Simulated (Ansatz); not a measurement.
Relaxed-ion elastic tensor of Ni (fcc (Cu type), Fm-3m) in GPa (Voigt order), LDA (plane waves, PAW; program Ansatz); density 9.71 g/cm³, 10.04 Å³ per atom.

|  | 1 | 2 | 3 | 4 | 5 | 6 |
|---|---|---|---|---|---|---|
| 1 | 347 | 208 | 208 | 0.0 | 0.0 | 0.0 |
| 2 | 208 | 347 | 208 | 0.0 | 0.0 | 0.0 |
| 3 | 208 | 208 | 347 | 0.0 | 0.0 | 0.0 |
| 4 | 0.0 | 0.0 | 0.0 | 160 | 0.0 | 0.0 |
| 5 | 0.0 | 0.0 | 0.0 | 0.0 | 160 | 0.0 |
| 6 | 0.0 | 0.0 | 0.0 | 0.0 | 0.0 | 160 |

Task: Is the crystal mechanically stable?

Result: Yes: the smallest eigenvalue of C is 139 GPa.

Task: Work out the Voigt, Reuss and Hill averages.

Result: K_V = 254, K_R = 254, K_H = 254; G_V = 124, G_R = 105, G_H = 114 GPa.

Task: Give Young's modulus, Poisson's ratio, Pugh's ratio and the universal anisotropy index.

Result: E = 9KG/(3K + G) = 298 GPa; ν = 0.30; K/G = 2.22 (ductile by the Pugh limit of 1.75); A_U = 5G_V/G_R + K_V/K_R − 6 = 0.87.

Task: Estimate the sound speeds and the Debye temperature.

Result: v_l = √((K + 4G/3)/ρ) = 6470 m/s, v_t = √(G/ρ) = 3430 m/s, mean 3840 m/s; Θ = (h/k)(3n/4πV)^(1/3) v_m = 529 K.

Task: Give the Zener ratio and Young's modulus along [100], [110] and [111].

Result: A = 2C44/(C11 − C12) = 2.29; 1/E = S11 − 2(S11 − S12 − S44/2)Γ with Γ = 0, 1/4, 1/3 gives 191, 312, 396 GPa.

Task: Solve the Christoffel equation for the three sound speeds along [100], [110], [111].

Result: Eigenvalues of C_ijkl n_j n_l equal ρv². In km/s, slowest first: [100] 4.05, 4.05, 5.98; [110] 2.68, 4.05, 6.71; [111] 3.20, 3.20, 6.93.

The LDA relaxation kept the symmetry of its start. Spin order of the final state: ferromagnetic, chosen from 3 collinear starts compared on coarse meshes (ties went to the first, and starts can fall back to one state), not a proven ground state. Textbook magnetic order: ferromagnetic. As this level gives no gap, shear constants depend on the k-mesh and smearing (Fermi–Dirac, 0.1 eV here).

Potentials: the later of the program's two PAW sets.
